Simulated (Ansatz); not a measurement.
### Question
Name crystals whose computed values (plane-wave PAW PBEsol (Ansatz code)) fall in these windows: Θ_D (K) 320 to 460; B₀ by P(V) fit (GPa) 180 to 230; G_Hill (GPa) 76 to 93.

### Answer


| crystal | Θ_D (K) | B₀ by P(V) fit (GPa) | G_Hill (GPa) |
|---|---|---|---|
| ZrRu, CsCl type | 386 | 200 | 83.7 |
| ZnRh, CsCl type | 393 | 200 | 82.2 |
| CuPt, R-3m (Cu on 3a, Pt on 3b) | 325 | 228 | 85.9 |
| MnRh, CsCl type | 430 | 207 | 92.4 |
| TiTc, CsCl type | 421 | 220 | 78.9 |
Others may fit too.

Spin orders computed, not proven ground states: MnRh, CsCl type ferromagnetic. Standing as an ambient phase not checked: ZrRu, CsCl type; ZnRh, CsCl type; CuPt, R-3m (Cu on 3a, Pt on 3b); MnRh, CsCl type; TiTc, CsCl type. Perhaps ordered models of mixed-site phases: ZnRh, CsCl type; CuPt, R-3m (Cu on 3a, Pt on 3b). All cells were relaxed under the symmetry of their starts (and spin orders); stability against distortions was not tested throughout. Rows with no word on spin ran without spin polarisation. Spin–orbit coupling is left out wherever it is not named.

Potentials: the later of the program's two PAW sets.
